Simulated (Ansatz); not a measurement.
Frames from the relaxation of a relaxed TiAl cell shaken by Gaussian noise of σ = 0.08 Å a coordinate, as extended XYZ (Å, eV, eV/Å, GPa with compression positive). These are PBE (plane waves to 420 eV, PAW, scalar-relativistic; Ansatz, a quantum-chemistry and plane-wave program) values and carry that method's errors. Γ-centred k-mesh 13×13×2 on the run's cell (coarser than for final values), Fermi–Dirac smearing 0.05 eV.

```xyz
8
Lattice="2.8904 0.0000 0.0000 -1.4452 2.5031 0.0000 0.0000 0.0000 18.5734" Properties=species:S:1:pos:R:3:forces:R:3 pbc="T T T" step=1 free_energy=-12150.294 pressure=0.6 accepted=T
Ti     0.0396     1.6076     2.3991   -0.1670   -0.1637    0.2879
Ti     1.5285     0.8461    11.5754   -0.2578   -0.1018   -0.2446
Ti     1.3078     0.8421    16.2256    0.0242   -0.1459    0.0826
Ti    -0.0992     1.6530     7.0659    0.2812   -0.0803   -1.1375
Al    -0.1391    -0.1122     0.1193    0.2273    0.2044   -0.6128
Al     0.0513     0.0224     9.1971   -0.1865   -0.0250    1.0812
Al    -0.1100     1.5875    13.8454    0.2298    0.2054    0.4564
Al     1.5182     0.7269     4.7139   -0.1512    0.1069    0.0868
8
Lattice="2.8679 0.0271 0.0297 -1.4105 2.5204 -0.0239 0.1911 -0.0667 18.5616" Properties=species:S:1:pos:R:3:forces:R:3 pbc="T T T" step=3 free_energy=-12150.553 pressure=-0.4 accepted=T
Ti     0.1923     1.5039     2.3531   -0.0216    0.0270   -0.0257
Ti     1.4497     0.8646    11.6496   -0.0493    0.0173   -0.0336
Ti     1.3934     0.8949    16.2467    0.0188   -0.0400    0.0502
Ti     0.1450     1.5275     6.9514    0.0432   -0.0111    0.0202
Al    -0.0361    -0.0417     0.0207    0.0089    0.0054   -0.0338
Al     0.0688    -0.0763     9.2974   -0.0007   -0.0035    0.0012
Al    -0.0122     1.7239    13.9298   -0.0321    0.0254   -0.0043
Al     1.6019     0.6693     4.6679    0.0328   -0.0205    0.0259
8
Lattice="2.7109 0.6311 0.0000 -0.8089 2.6633 0.0000 0.0000 0.0000 16.5782" Properties=species:S:1:pos:R:3:forces:R:3 pbc="T T T" step=19 free_energy=-12151.862 pressure=1.5 accepted=T
Ti     0.9139     1.5907     2.0873    0.0000   -0.0001    0.0000
Ti     0.9139     1.5907    10.3764   -0.0001    0.0000    0.0000
Ti     0.9139     1.5907    14.5209    0.0000    0.0000    0.0000
Ti     0.9139     1.5907     6.2318    0.0000    0.0000    0.0000
Al    -0.0371    -0.0565     0.0150    0.0000    0.0000    0.0000
Al    -0.0371    -0.0565     8.3041    0.0001    0.0001    0.0000
Al    -0.8460     2.6068    12.4486    0.0000    0.0000    0.0000
Al     2.6738     0.5747     4.1596    0.0000    0.0000    0.0000
```

The path has 25 moves and ends in P4/mmm (No. 123) (AFLOW prototype AB_tP2_123_a_d (L1_0, as in CuAu)), 0.21 eV/atom below its start. Free energies are of the whole cell and compare only within this code, potentials and settings.  No spin polarisation in the result.

Of the parent cell (P6₃/mmc (No. 194)): it is a generated cell of TiAl: the first start was made by placing the elements on the sites of a structure type, and the end was not matched to a known phase here, so it may be hypothetical. Known forms of TiAl include space group No. 123.

The first start was generated by placing the elements on the sites of a structure type. A measured structure of TiAl has the same space group, P4/mmm (No. 123); the sites were not compared with it.
